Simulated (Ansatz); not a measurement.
Sn$_{4}$Pd (space group Ccce)

```
CELL_PARAMETERS angstrom
      3.19027    -5.66833     0.00000
      3.19027     5.66833     0.00000
      0.00000     0.00000     6.33501
ATOMIC_POSITIONS crystal
  Sn 0.20545 0.45777 0.33108
  Sn 0.79455 0.54223 0.33108
  Sn 0.45777 0.20545 0.66892
  Sn 0.54223 0.79455 0.66892
  Sn 0.29455 0.04223 0.16892
  Sn 0.70545 0.95777 0.16892
  Sn 0.04223 0.29455 0.83108
  Sn 0.95777 0.70545 0.83108
  Pd 0.50000 0.50000 0.00000
  Pd 0.00000 0.00000 0.50000
```

The slice is a (010) plane (indices of the conventional cell) through the point (0.500, 0.500, 0.000) (fractional), spanned by u = [001] and v = [110] in vectors of this cell: u (6.34 Å) and v (6.38 Å, at 90° to u). It covers one period; positions are fractions (u, v).

Calculation: LDA (plane waves to 420 eV, PAW, scalar-relativistic; Ansatz, a program for electronic structure). k mesh 9×9×8. These are valence fields of a PAW run, semicore shells included where kept as valence: close to a nucleus they are smooth pseudo fields. Sn4Pd is run without spin polarisation. Sn4Pd was relaxed with its symmetry unable to fall.

Three fields on this plane, each scaled to ten steps between its own extremes (0 low, 9 high; the total valence density on a logarithmic scale, the potential cut 8 eV below its top; x marks points blanked near nuclei; v = 0 in the bottom row):

Map A
```
|xxxxx84665310000000001356648xxxx|
|xxxxx65776421000000012467756xxxx|
|xxxxx46887532100000123578864xxxx|
|xxxx4579875432110112345789754xxx|
|x7545799976543221223456799975457|
|44568999876655444445566789998654|
|66789999877777666667777789999876|
|77788888888888777778888888888877|
|66677777899998766678999987777766|
|44455667899986544456899987665544|
|1223456799975457x754579997654322|
|0112345789754xxxxxxx457987543211|
|000123578864xxxxxxxxx46887532100|
|000012467756xxxxxxxxx65776421000|
|000001356648xxxxxxxxx84665310000|
|00000135664xxxxxxxxxxx4665310000|
|000001356648xxxxxxxxx84665310000|
|000012467756xxxxxxxxx65776421000|
|000123578864xxxxxxxxx46887532100|
|0112345789754xxxxxxx457987543211|
|1223456799975457x754579997654322|
|44455667899986544456899987665544|
|66677777899998766678999987777766|
|77788888888888777778888888888877|
|66789999877777666667777789999876|
|44568999876655444445566789998654|
|x7545799976543221223456799975457|
|xxxx4579875432110112345789754xxx|
|xxxxx46887532100000123578864xxxx|
|xxxxx65776421000000012467756xxxx|
|xxxxx84665310000000001356648xxxx|
|xxxxxx466531000000000135664xxxxx|
```

Map B
```
|xxxxx96432110000000001123469xxxx|
|xxxxx86432211000000011223468xxxx|
|xxxxx75432221100000112223457xxxx|
|xxxx8643332221100011222333468xxx|
|x9876543333222111112223333456789|
|66654433333322211122233333344566|
|44443333333332222222333333333444|
|33333333333333333333333333333333|
|22223333333334444444333333333222|
|11222333333445666665443333332221|
|1112223333456789x987654333322211|
|0011222333468xxxxxxx864333222110|
|000112223457xxxxxxxxx75432221100|
|000011223468xxxxxxxxx86432211000|
|000001123469xxxxxxxxx96432110000|
|00000112346xxxxxxxxxxx6432110000|
|000001123469xxxxxxxxx96432110000|
|000011223468xxxxxxxxx86432211000|
|000112223457xxxxxxxxx75432221100|
|0011222333468xxxxxxx864333222110|
|1112223333456789x987654333322211|
|11222333333445666665443333332221|
|22223333333334444444333333333222|
|33333333333333333333333333333333|
|44443333333332222222333333333444|
|66654433333322211122233333344566|
|x9876543333222111112223333456789|
|xxxx8643332221100011222333468xxx|
|xxxxx75432221100000112223457xxxx|
|xxxxx86432211000000011223468xxxx|
|xxxxx96432110000000001123469xxxx|
|xxxxxx643211000000000112346xxxxx|
```

Map C
```
|xxxxx05889888999999988898850xxxx|
|xxxxx16888888899999888888861xxxx|
|xxxxx47888778889998887788874xxxx|
|xxxx3678777777889887777778763xxx|
|x0146788776677889887766778876410|
|55677887766677889887766677887765|
|88888877766778899988776677788888|
|99888777777788899988877777778889|
|99887766777888888888887776677889|
|98877666778877655567788776667788|
|9887766778876410x014678877667788|
|9887777778763xxxxxxx367877777788|
|998877788874xxxxxxxxx47888777889|
|999888888861xxxxxxxxx16888888899|
|999998898850xxxxxxxxx05889889999|
|99999999985xxxxxxxxxxx5899999999|
|999998898850xxxxxxxxx05889889999|
|999888888861xxxxxxxxx16888888899|
|998877788874xxxxxxxxx47888777889|
|9887777778763xxxxxxx367877777788|
|9887766778876410x014678877667788|
|98877666778877655567788776667788|
|99887766777888888888887776677889|
|99888777777788899988877777778889|
|88888877766778899988776677788888|
|55677887766677889887766677887765|
|x0146788776677889887766778876410|
|xxxx3678777777889887777778763xxx|
|xxxxx47888778889998887788874xxxx|
|xxxxx16888888899999888888861xxxx|
|xxxxx05889888999999988898850xxxx|
|xxxxxx589999999999999999985xxxxx|
```

Question: Assign the maps to these fields: electron localisation function (ELF); valence electron density; electrostatic potential energy of an electron, from the cell's mean.

Answer: A is the electron localisation function (ELF); B is the valence electron density; C is the electrostatic potential energy of an electron, from the cell's mean.
